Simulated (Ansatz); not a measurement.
Al2O3:
```
Al2O3
1.0
    2.37628     1.37194     4.32641
   -2.37628     1.37194     4.32641
    0.00000    -2.74389     4.32641
Al O
4 6
Cartesian
  0.00000   0.00000   4.56637
  0.00000   0.00000   1.92325
  0.00000   0.00000   8.41287
  0.00000   0.00000  11.05599
 -0.92095   1.37194   7.57122
 -0.72767  -1.48353   7.57122
  1.64861   0.11159   7.57122
  0.92095  -1.37194   5.40802
  0.72767   1.48353   5.40802
 -1.64861  -0.11159   5.40802
```

Relaxed with HSE06.

Problem. Give the Bader charges and basin volumes of the independent atoms, plane-wave PAW HSE06 (Ansatz code).

Solution. 

```json
[
 {"atom": "Al1", "Bader charge (e)": "+2.58", "Bader volume (Å³)": "3.2"},
 {"atom": "O5", "Bader charge (e)": "-1.72", "Bader volume (Å³)": "12.0"}
]
```

Space group R-3c (corundum). Symmetry was held in the HSE06 relaxation.

Potentials: the later of the program's two PAW sets.
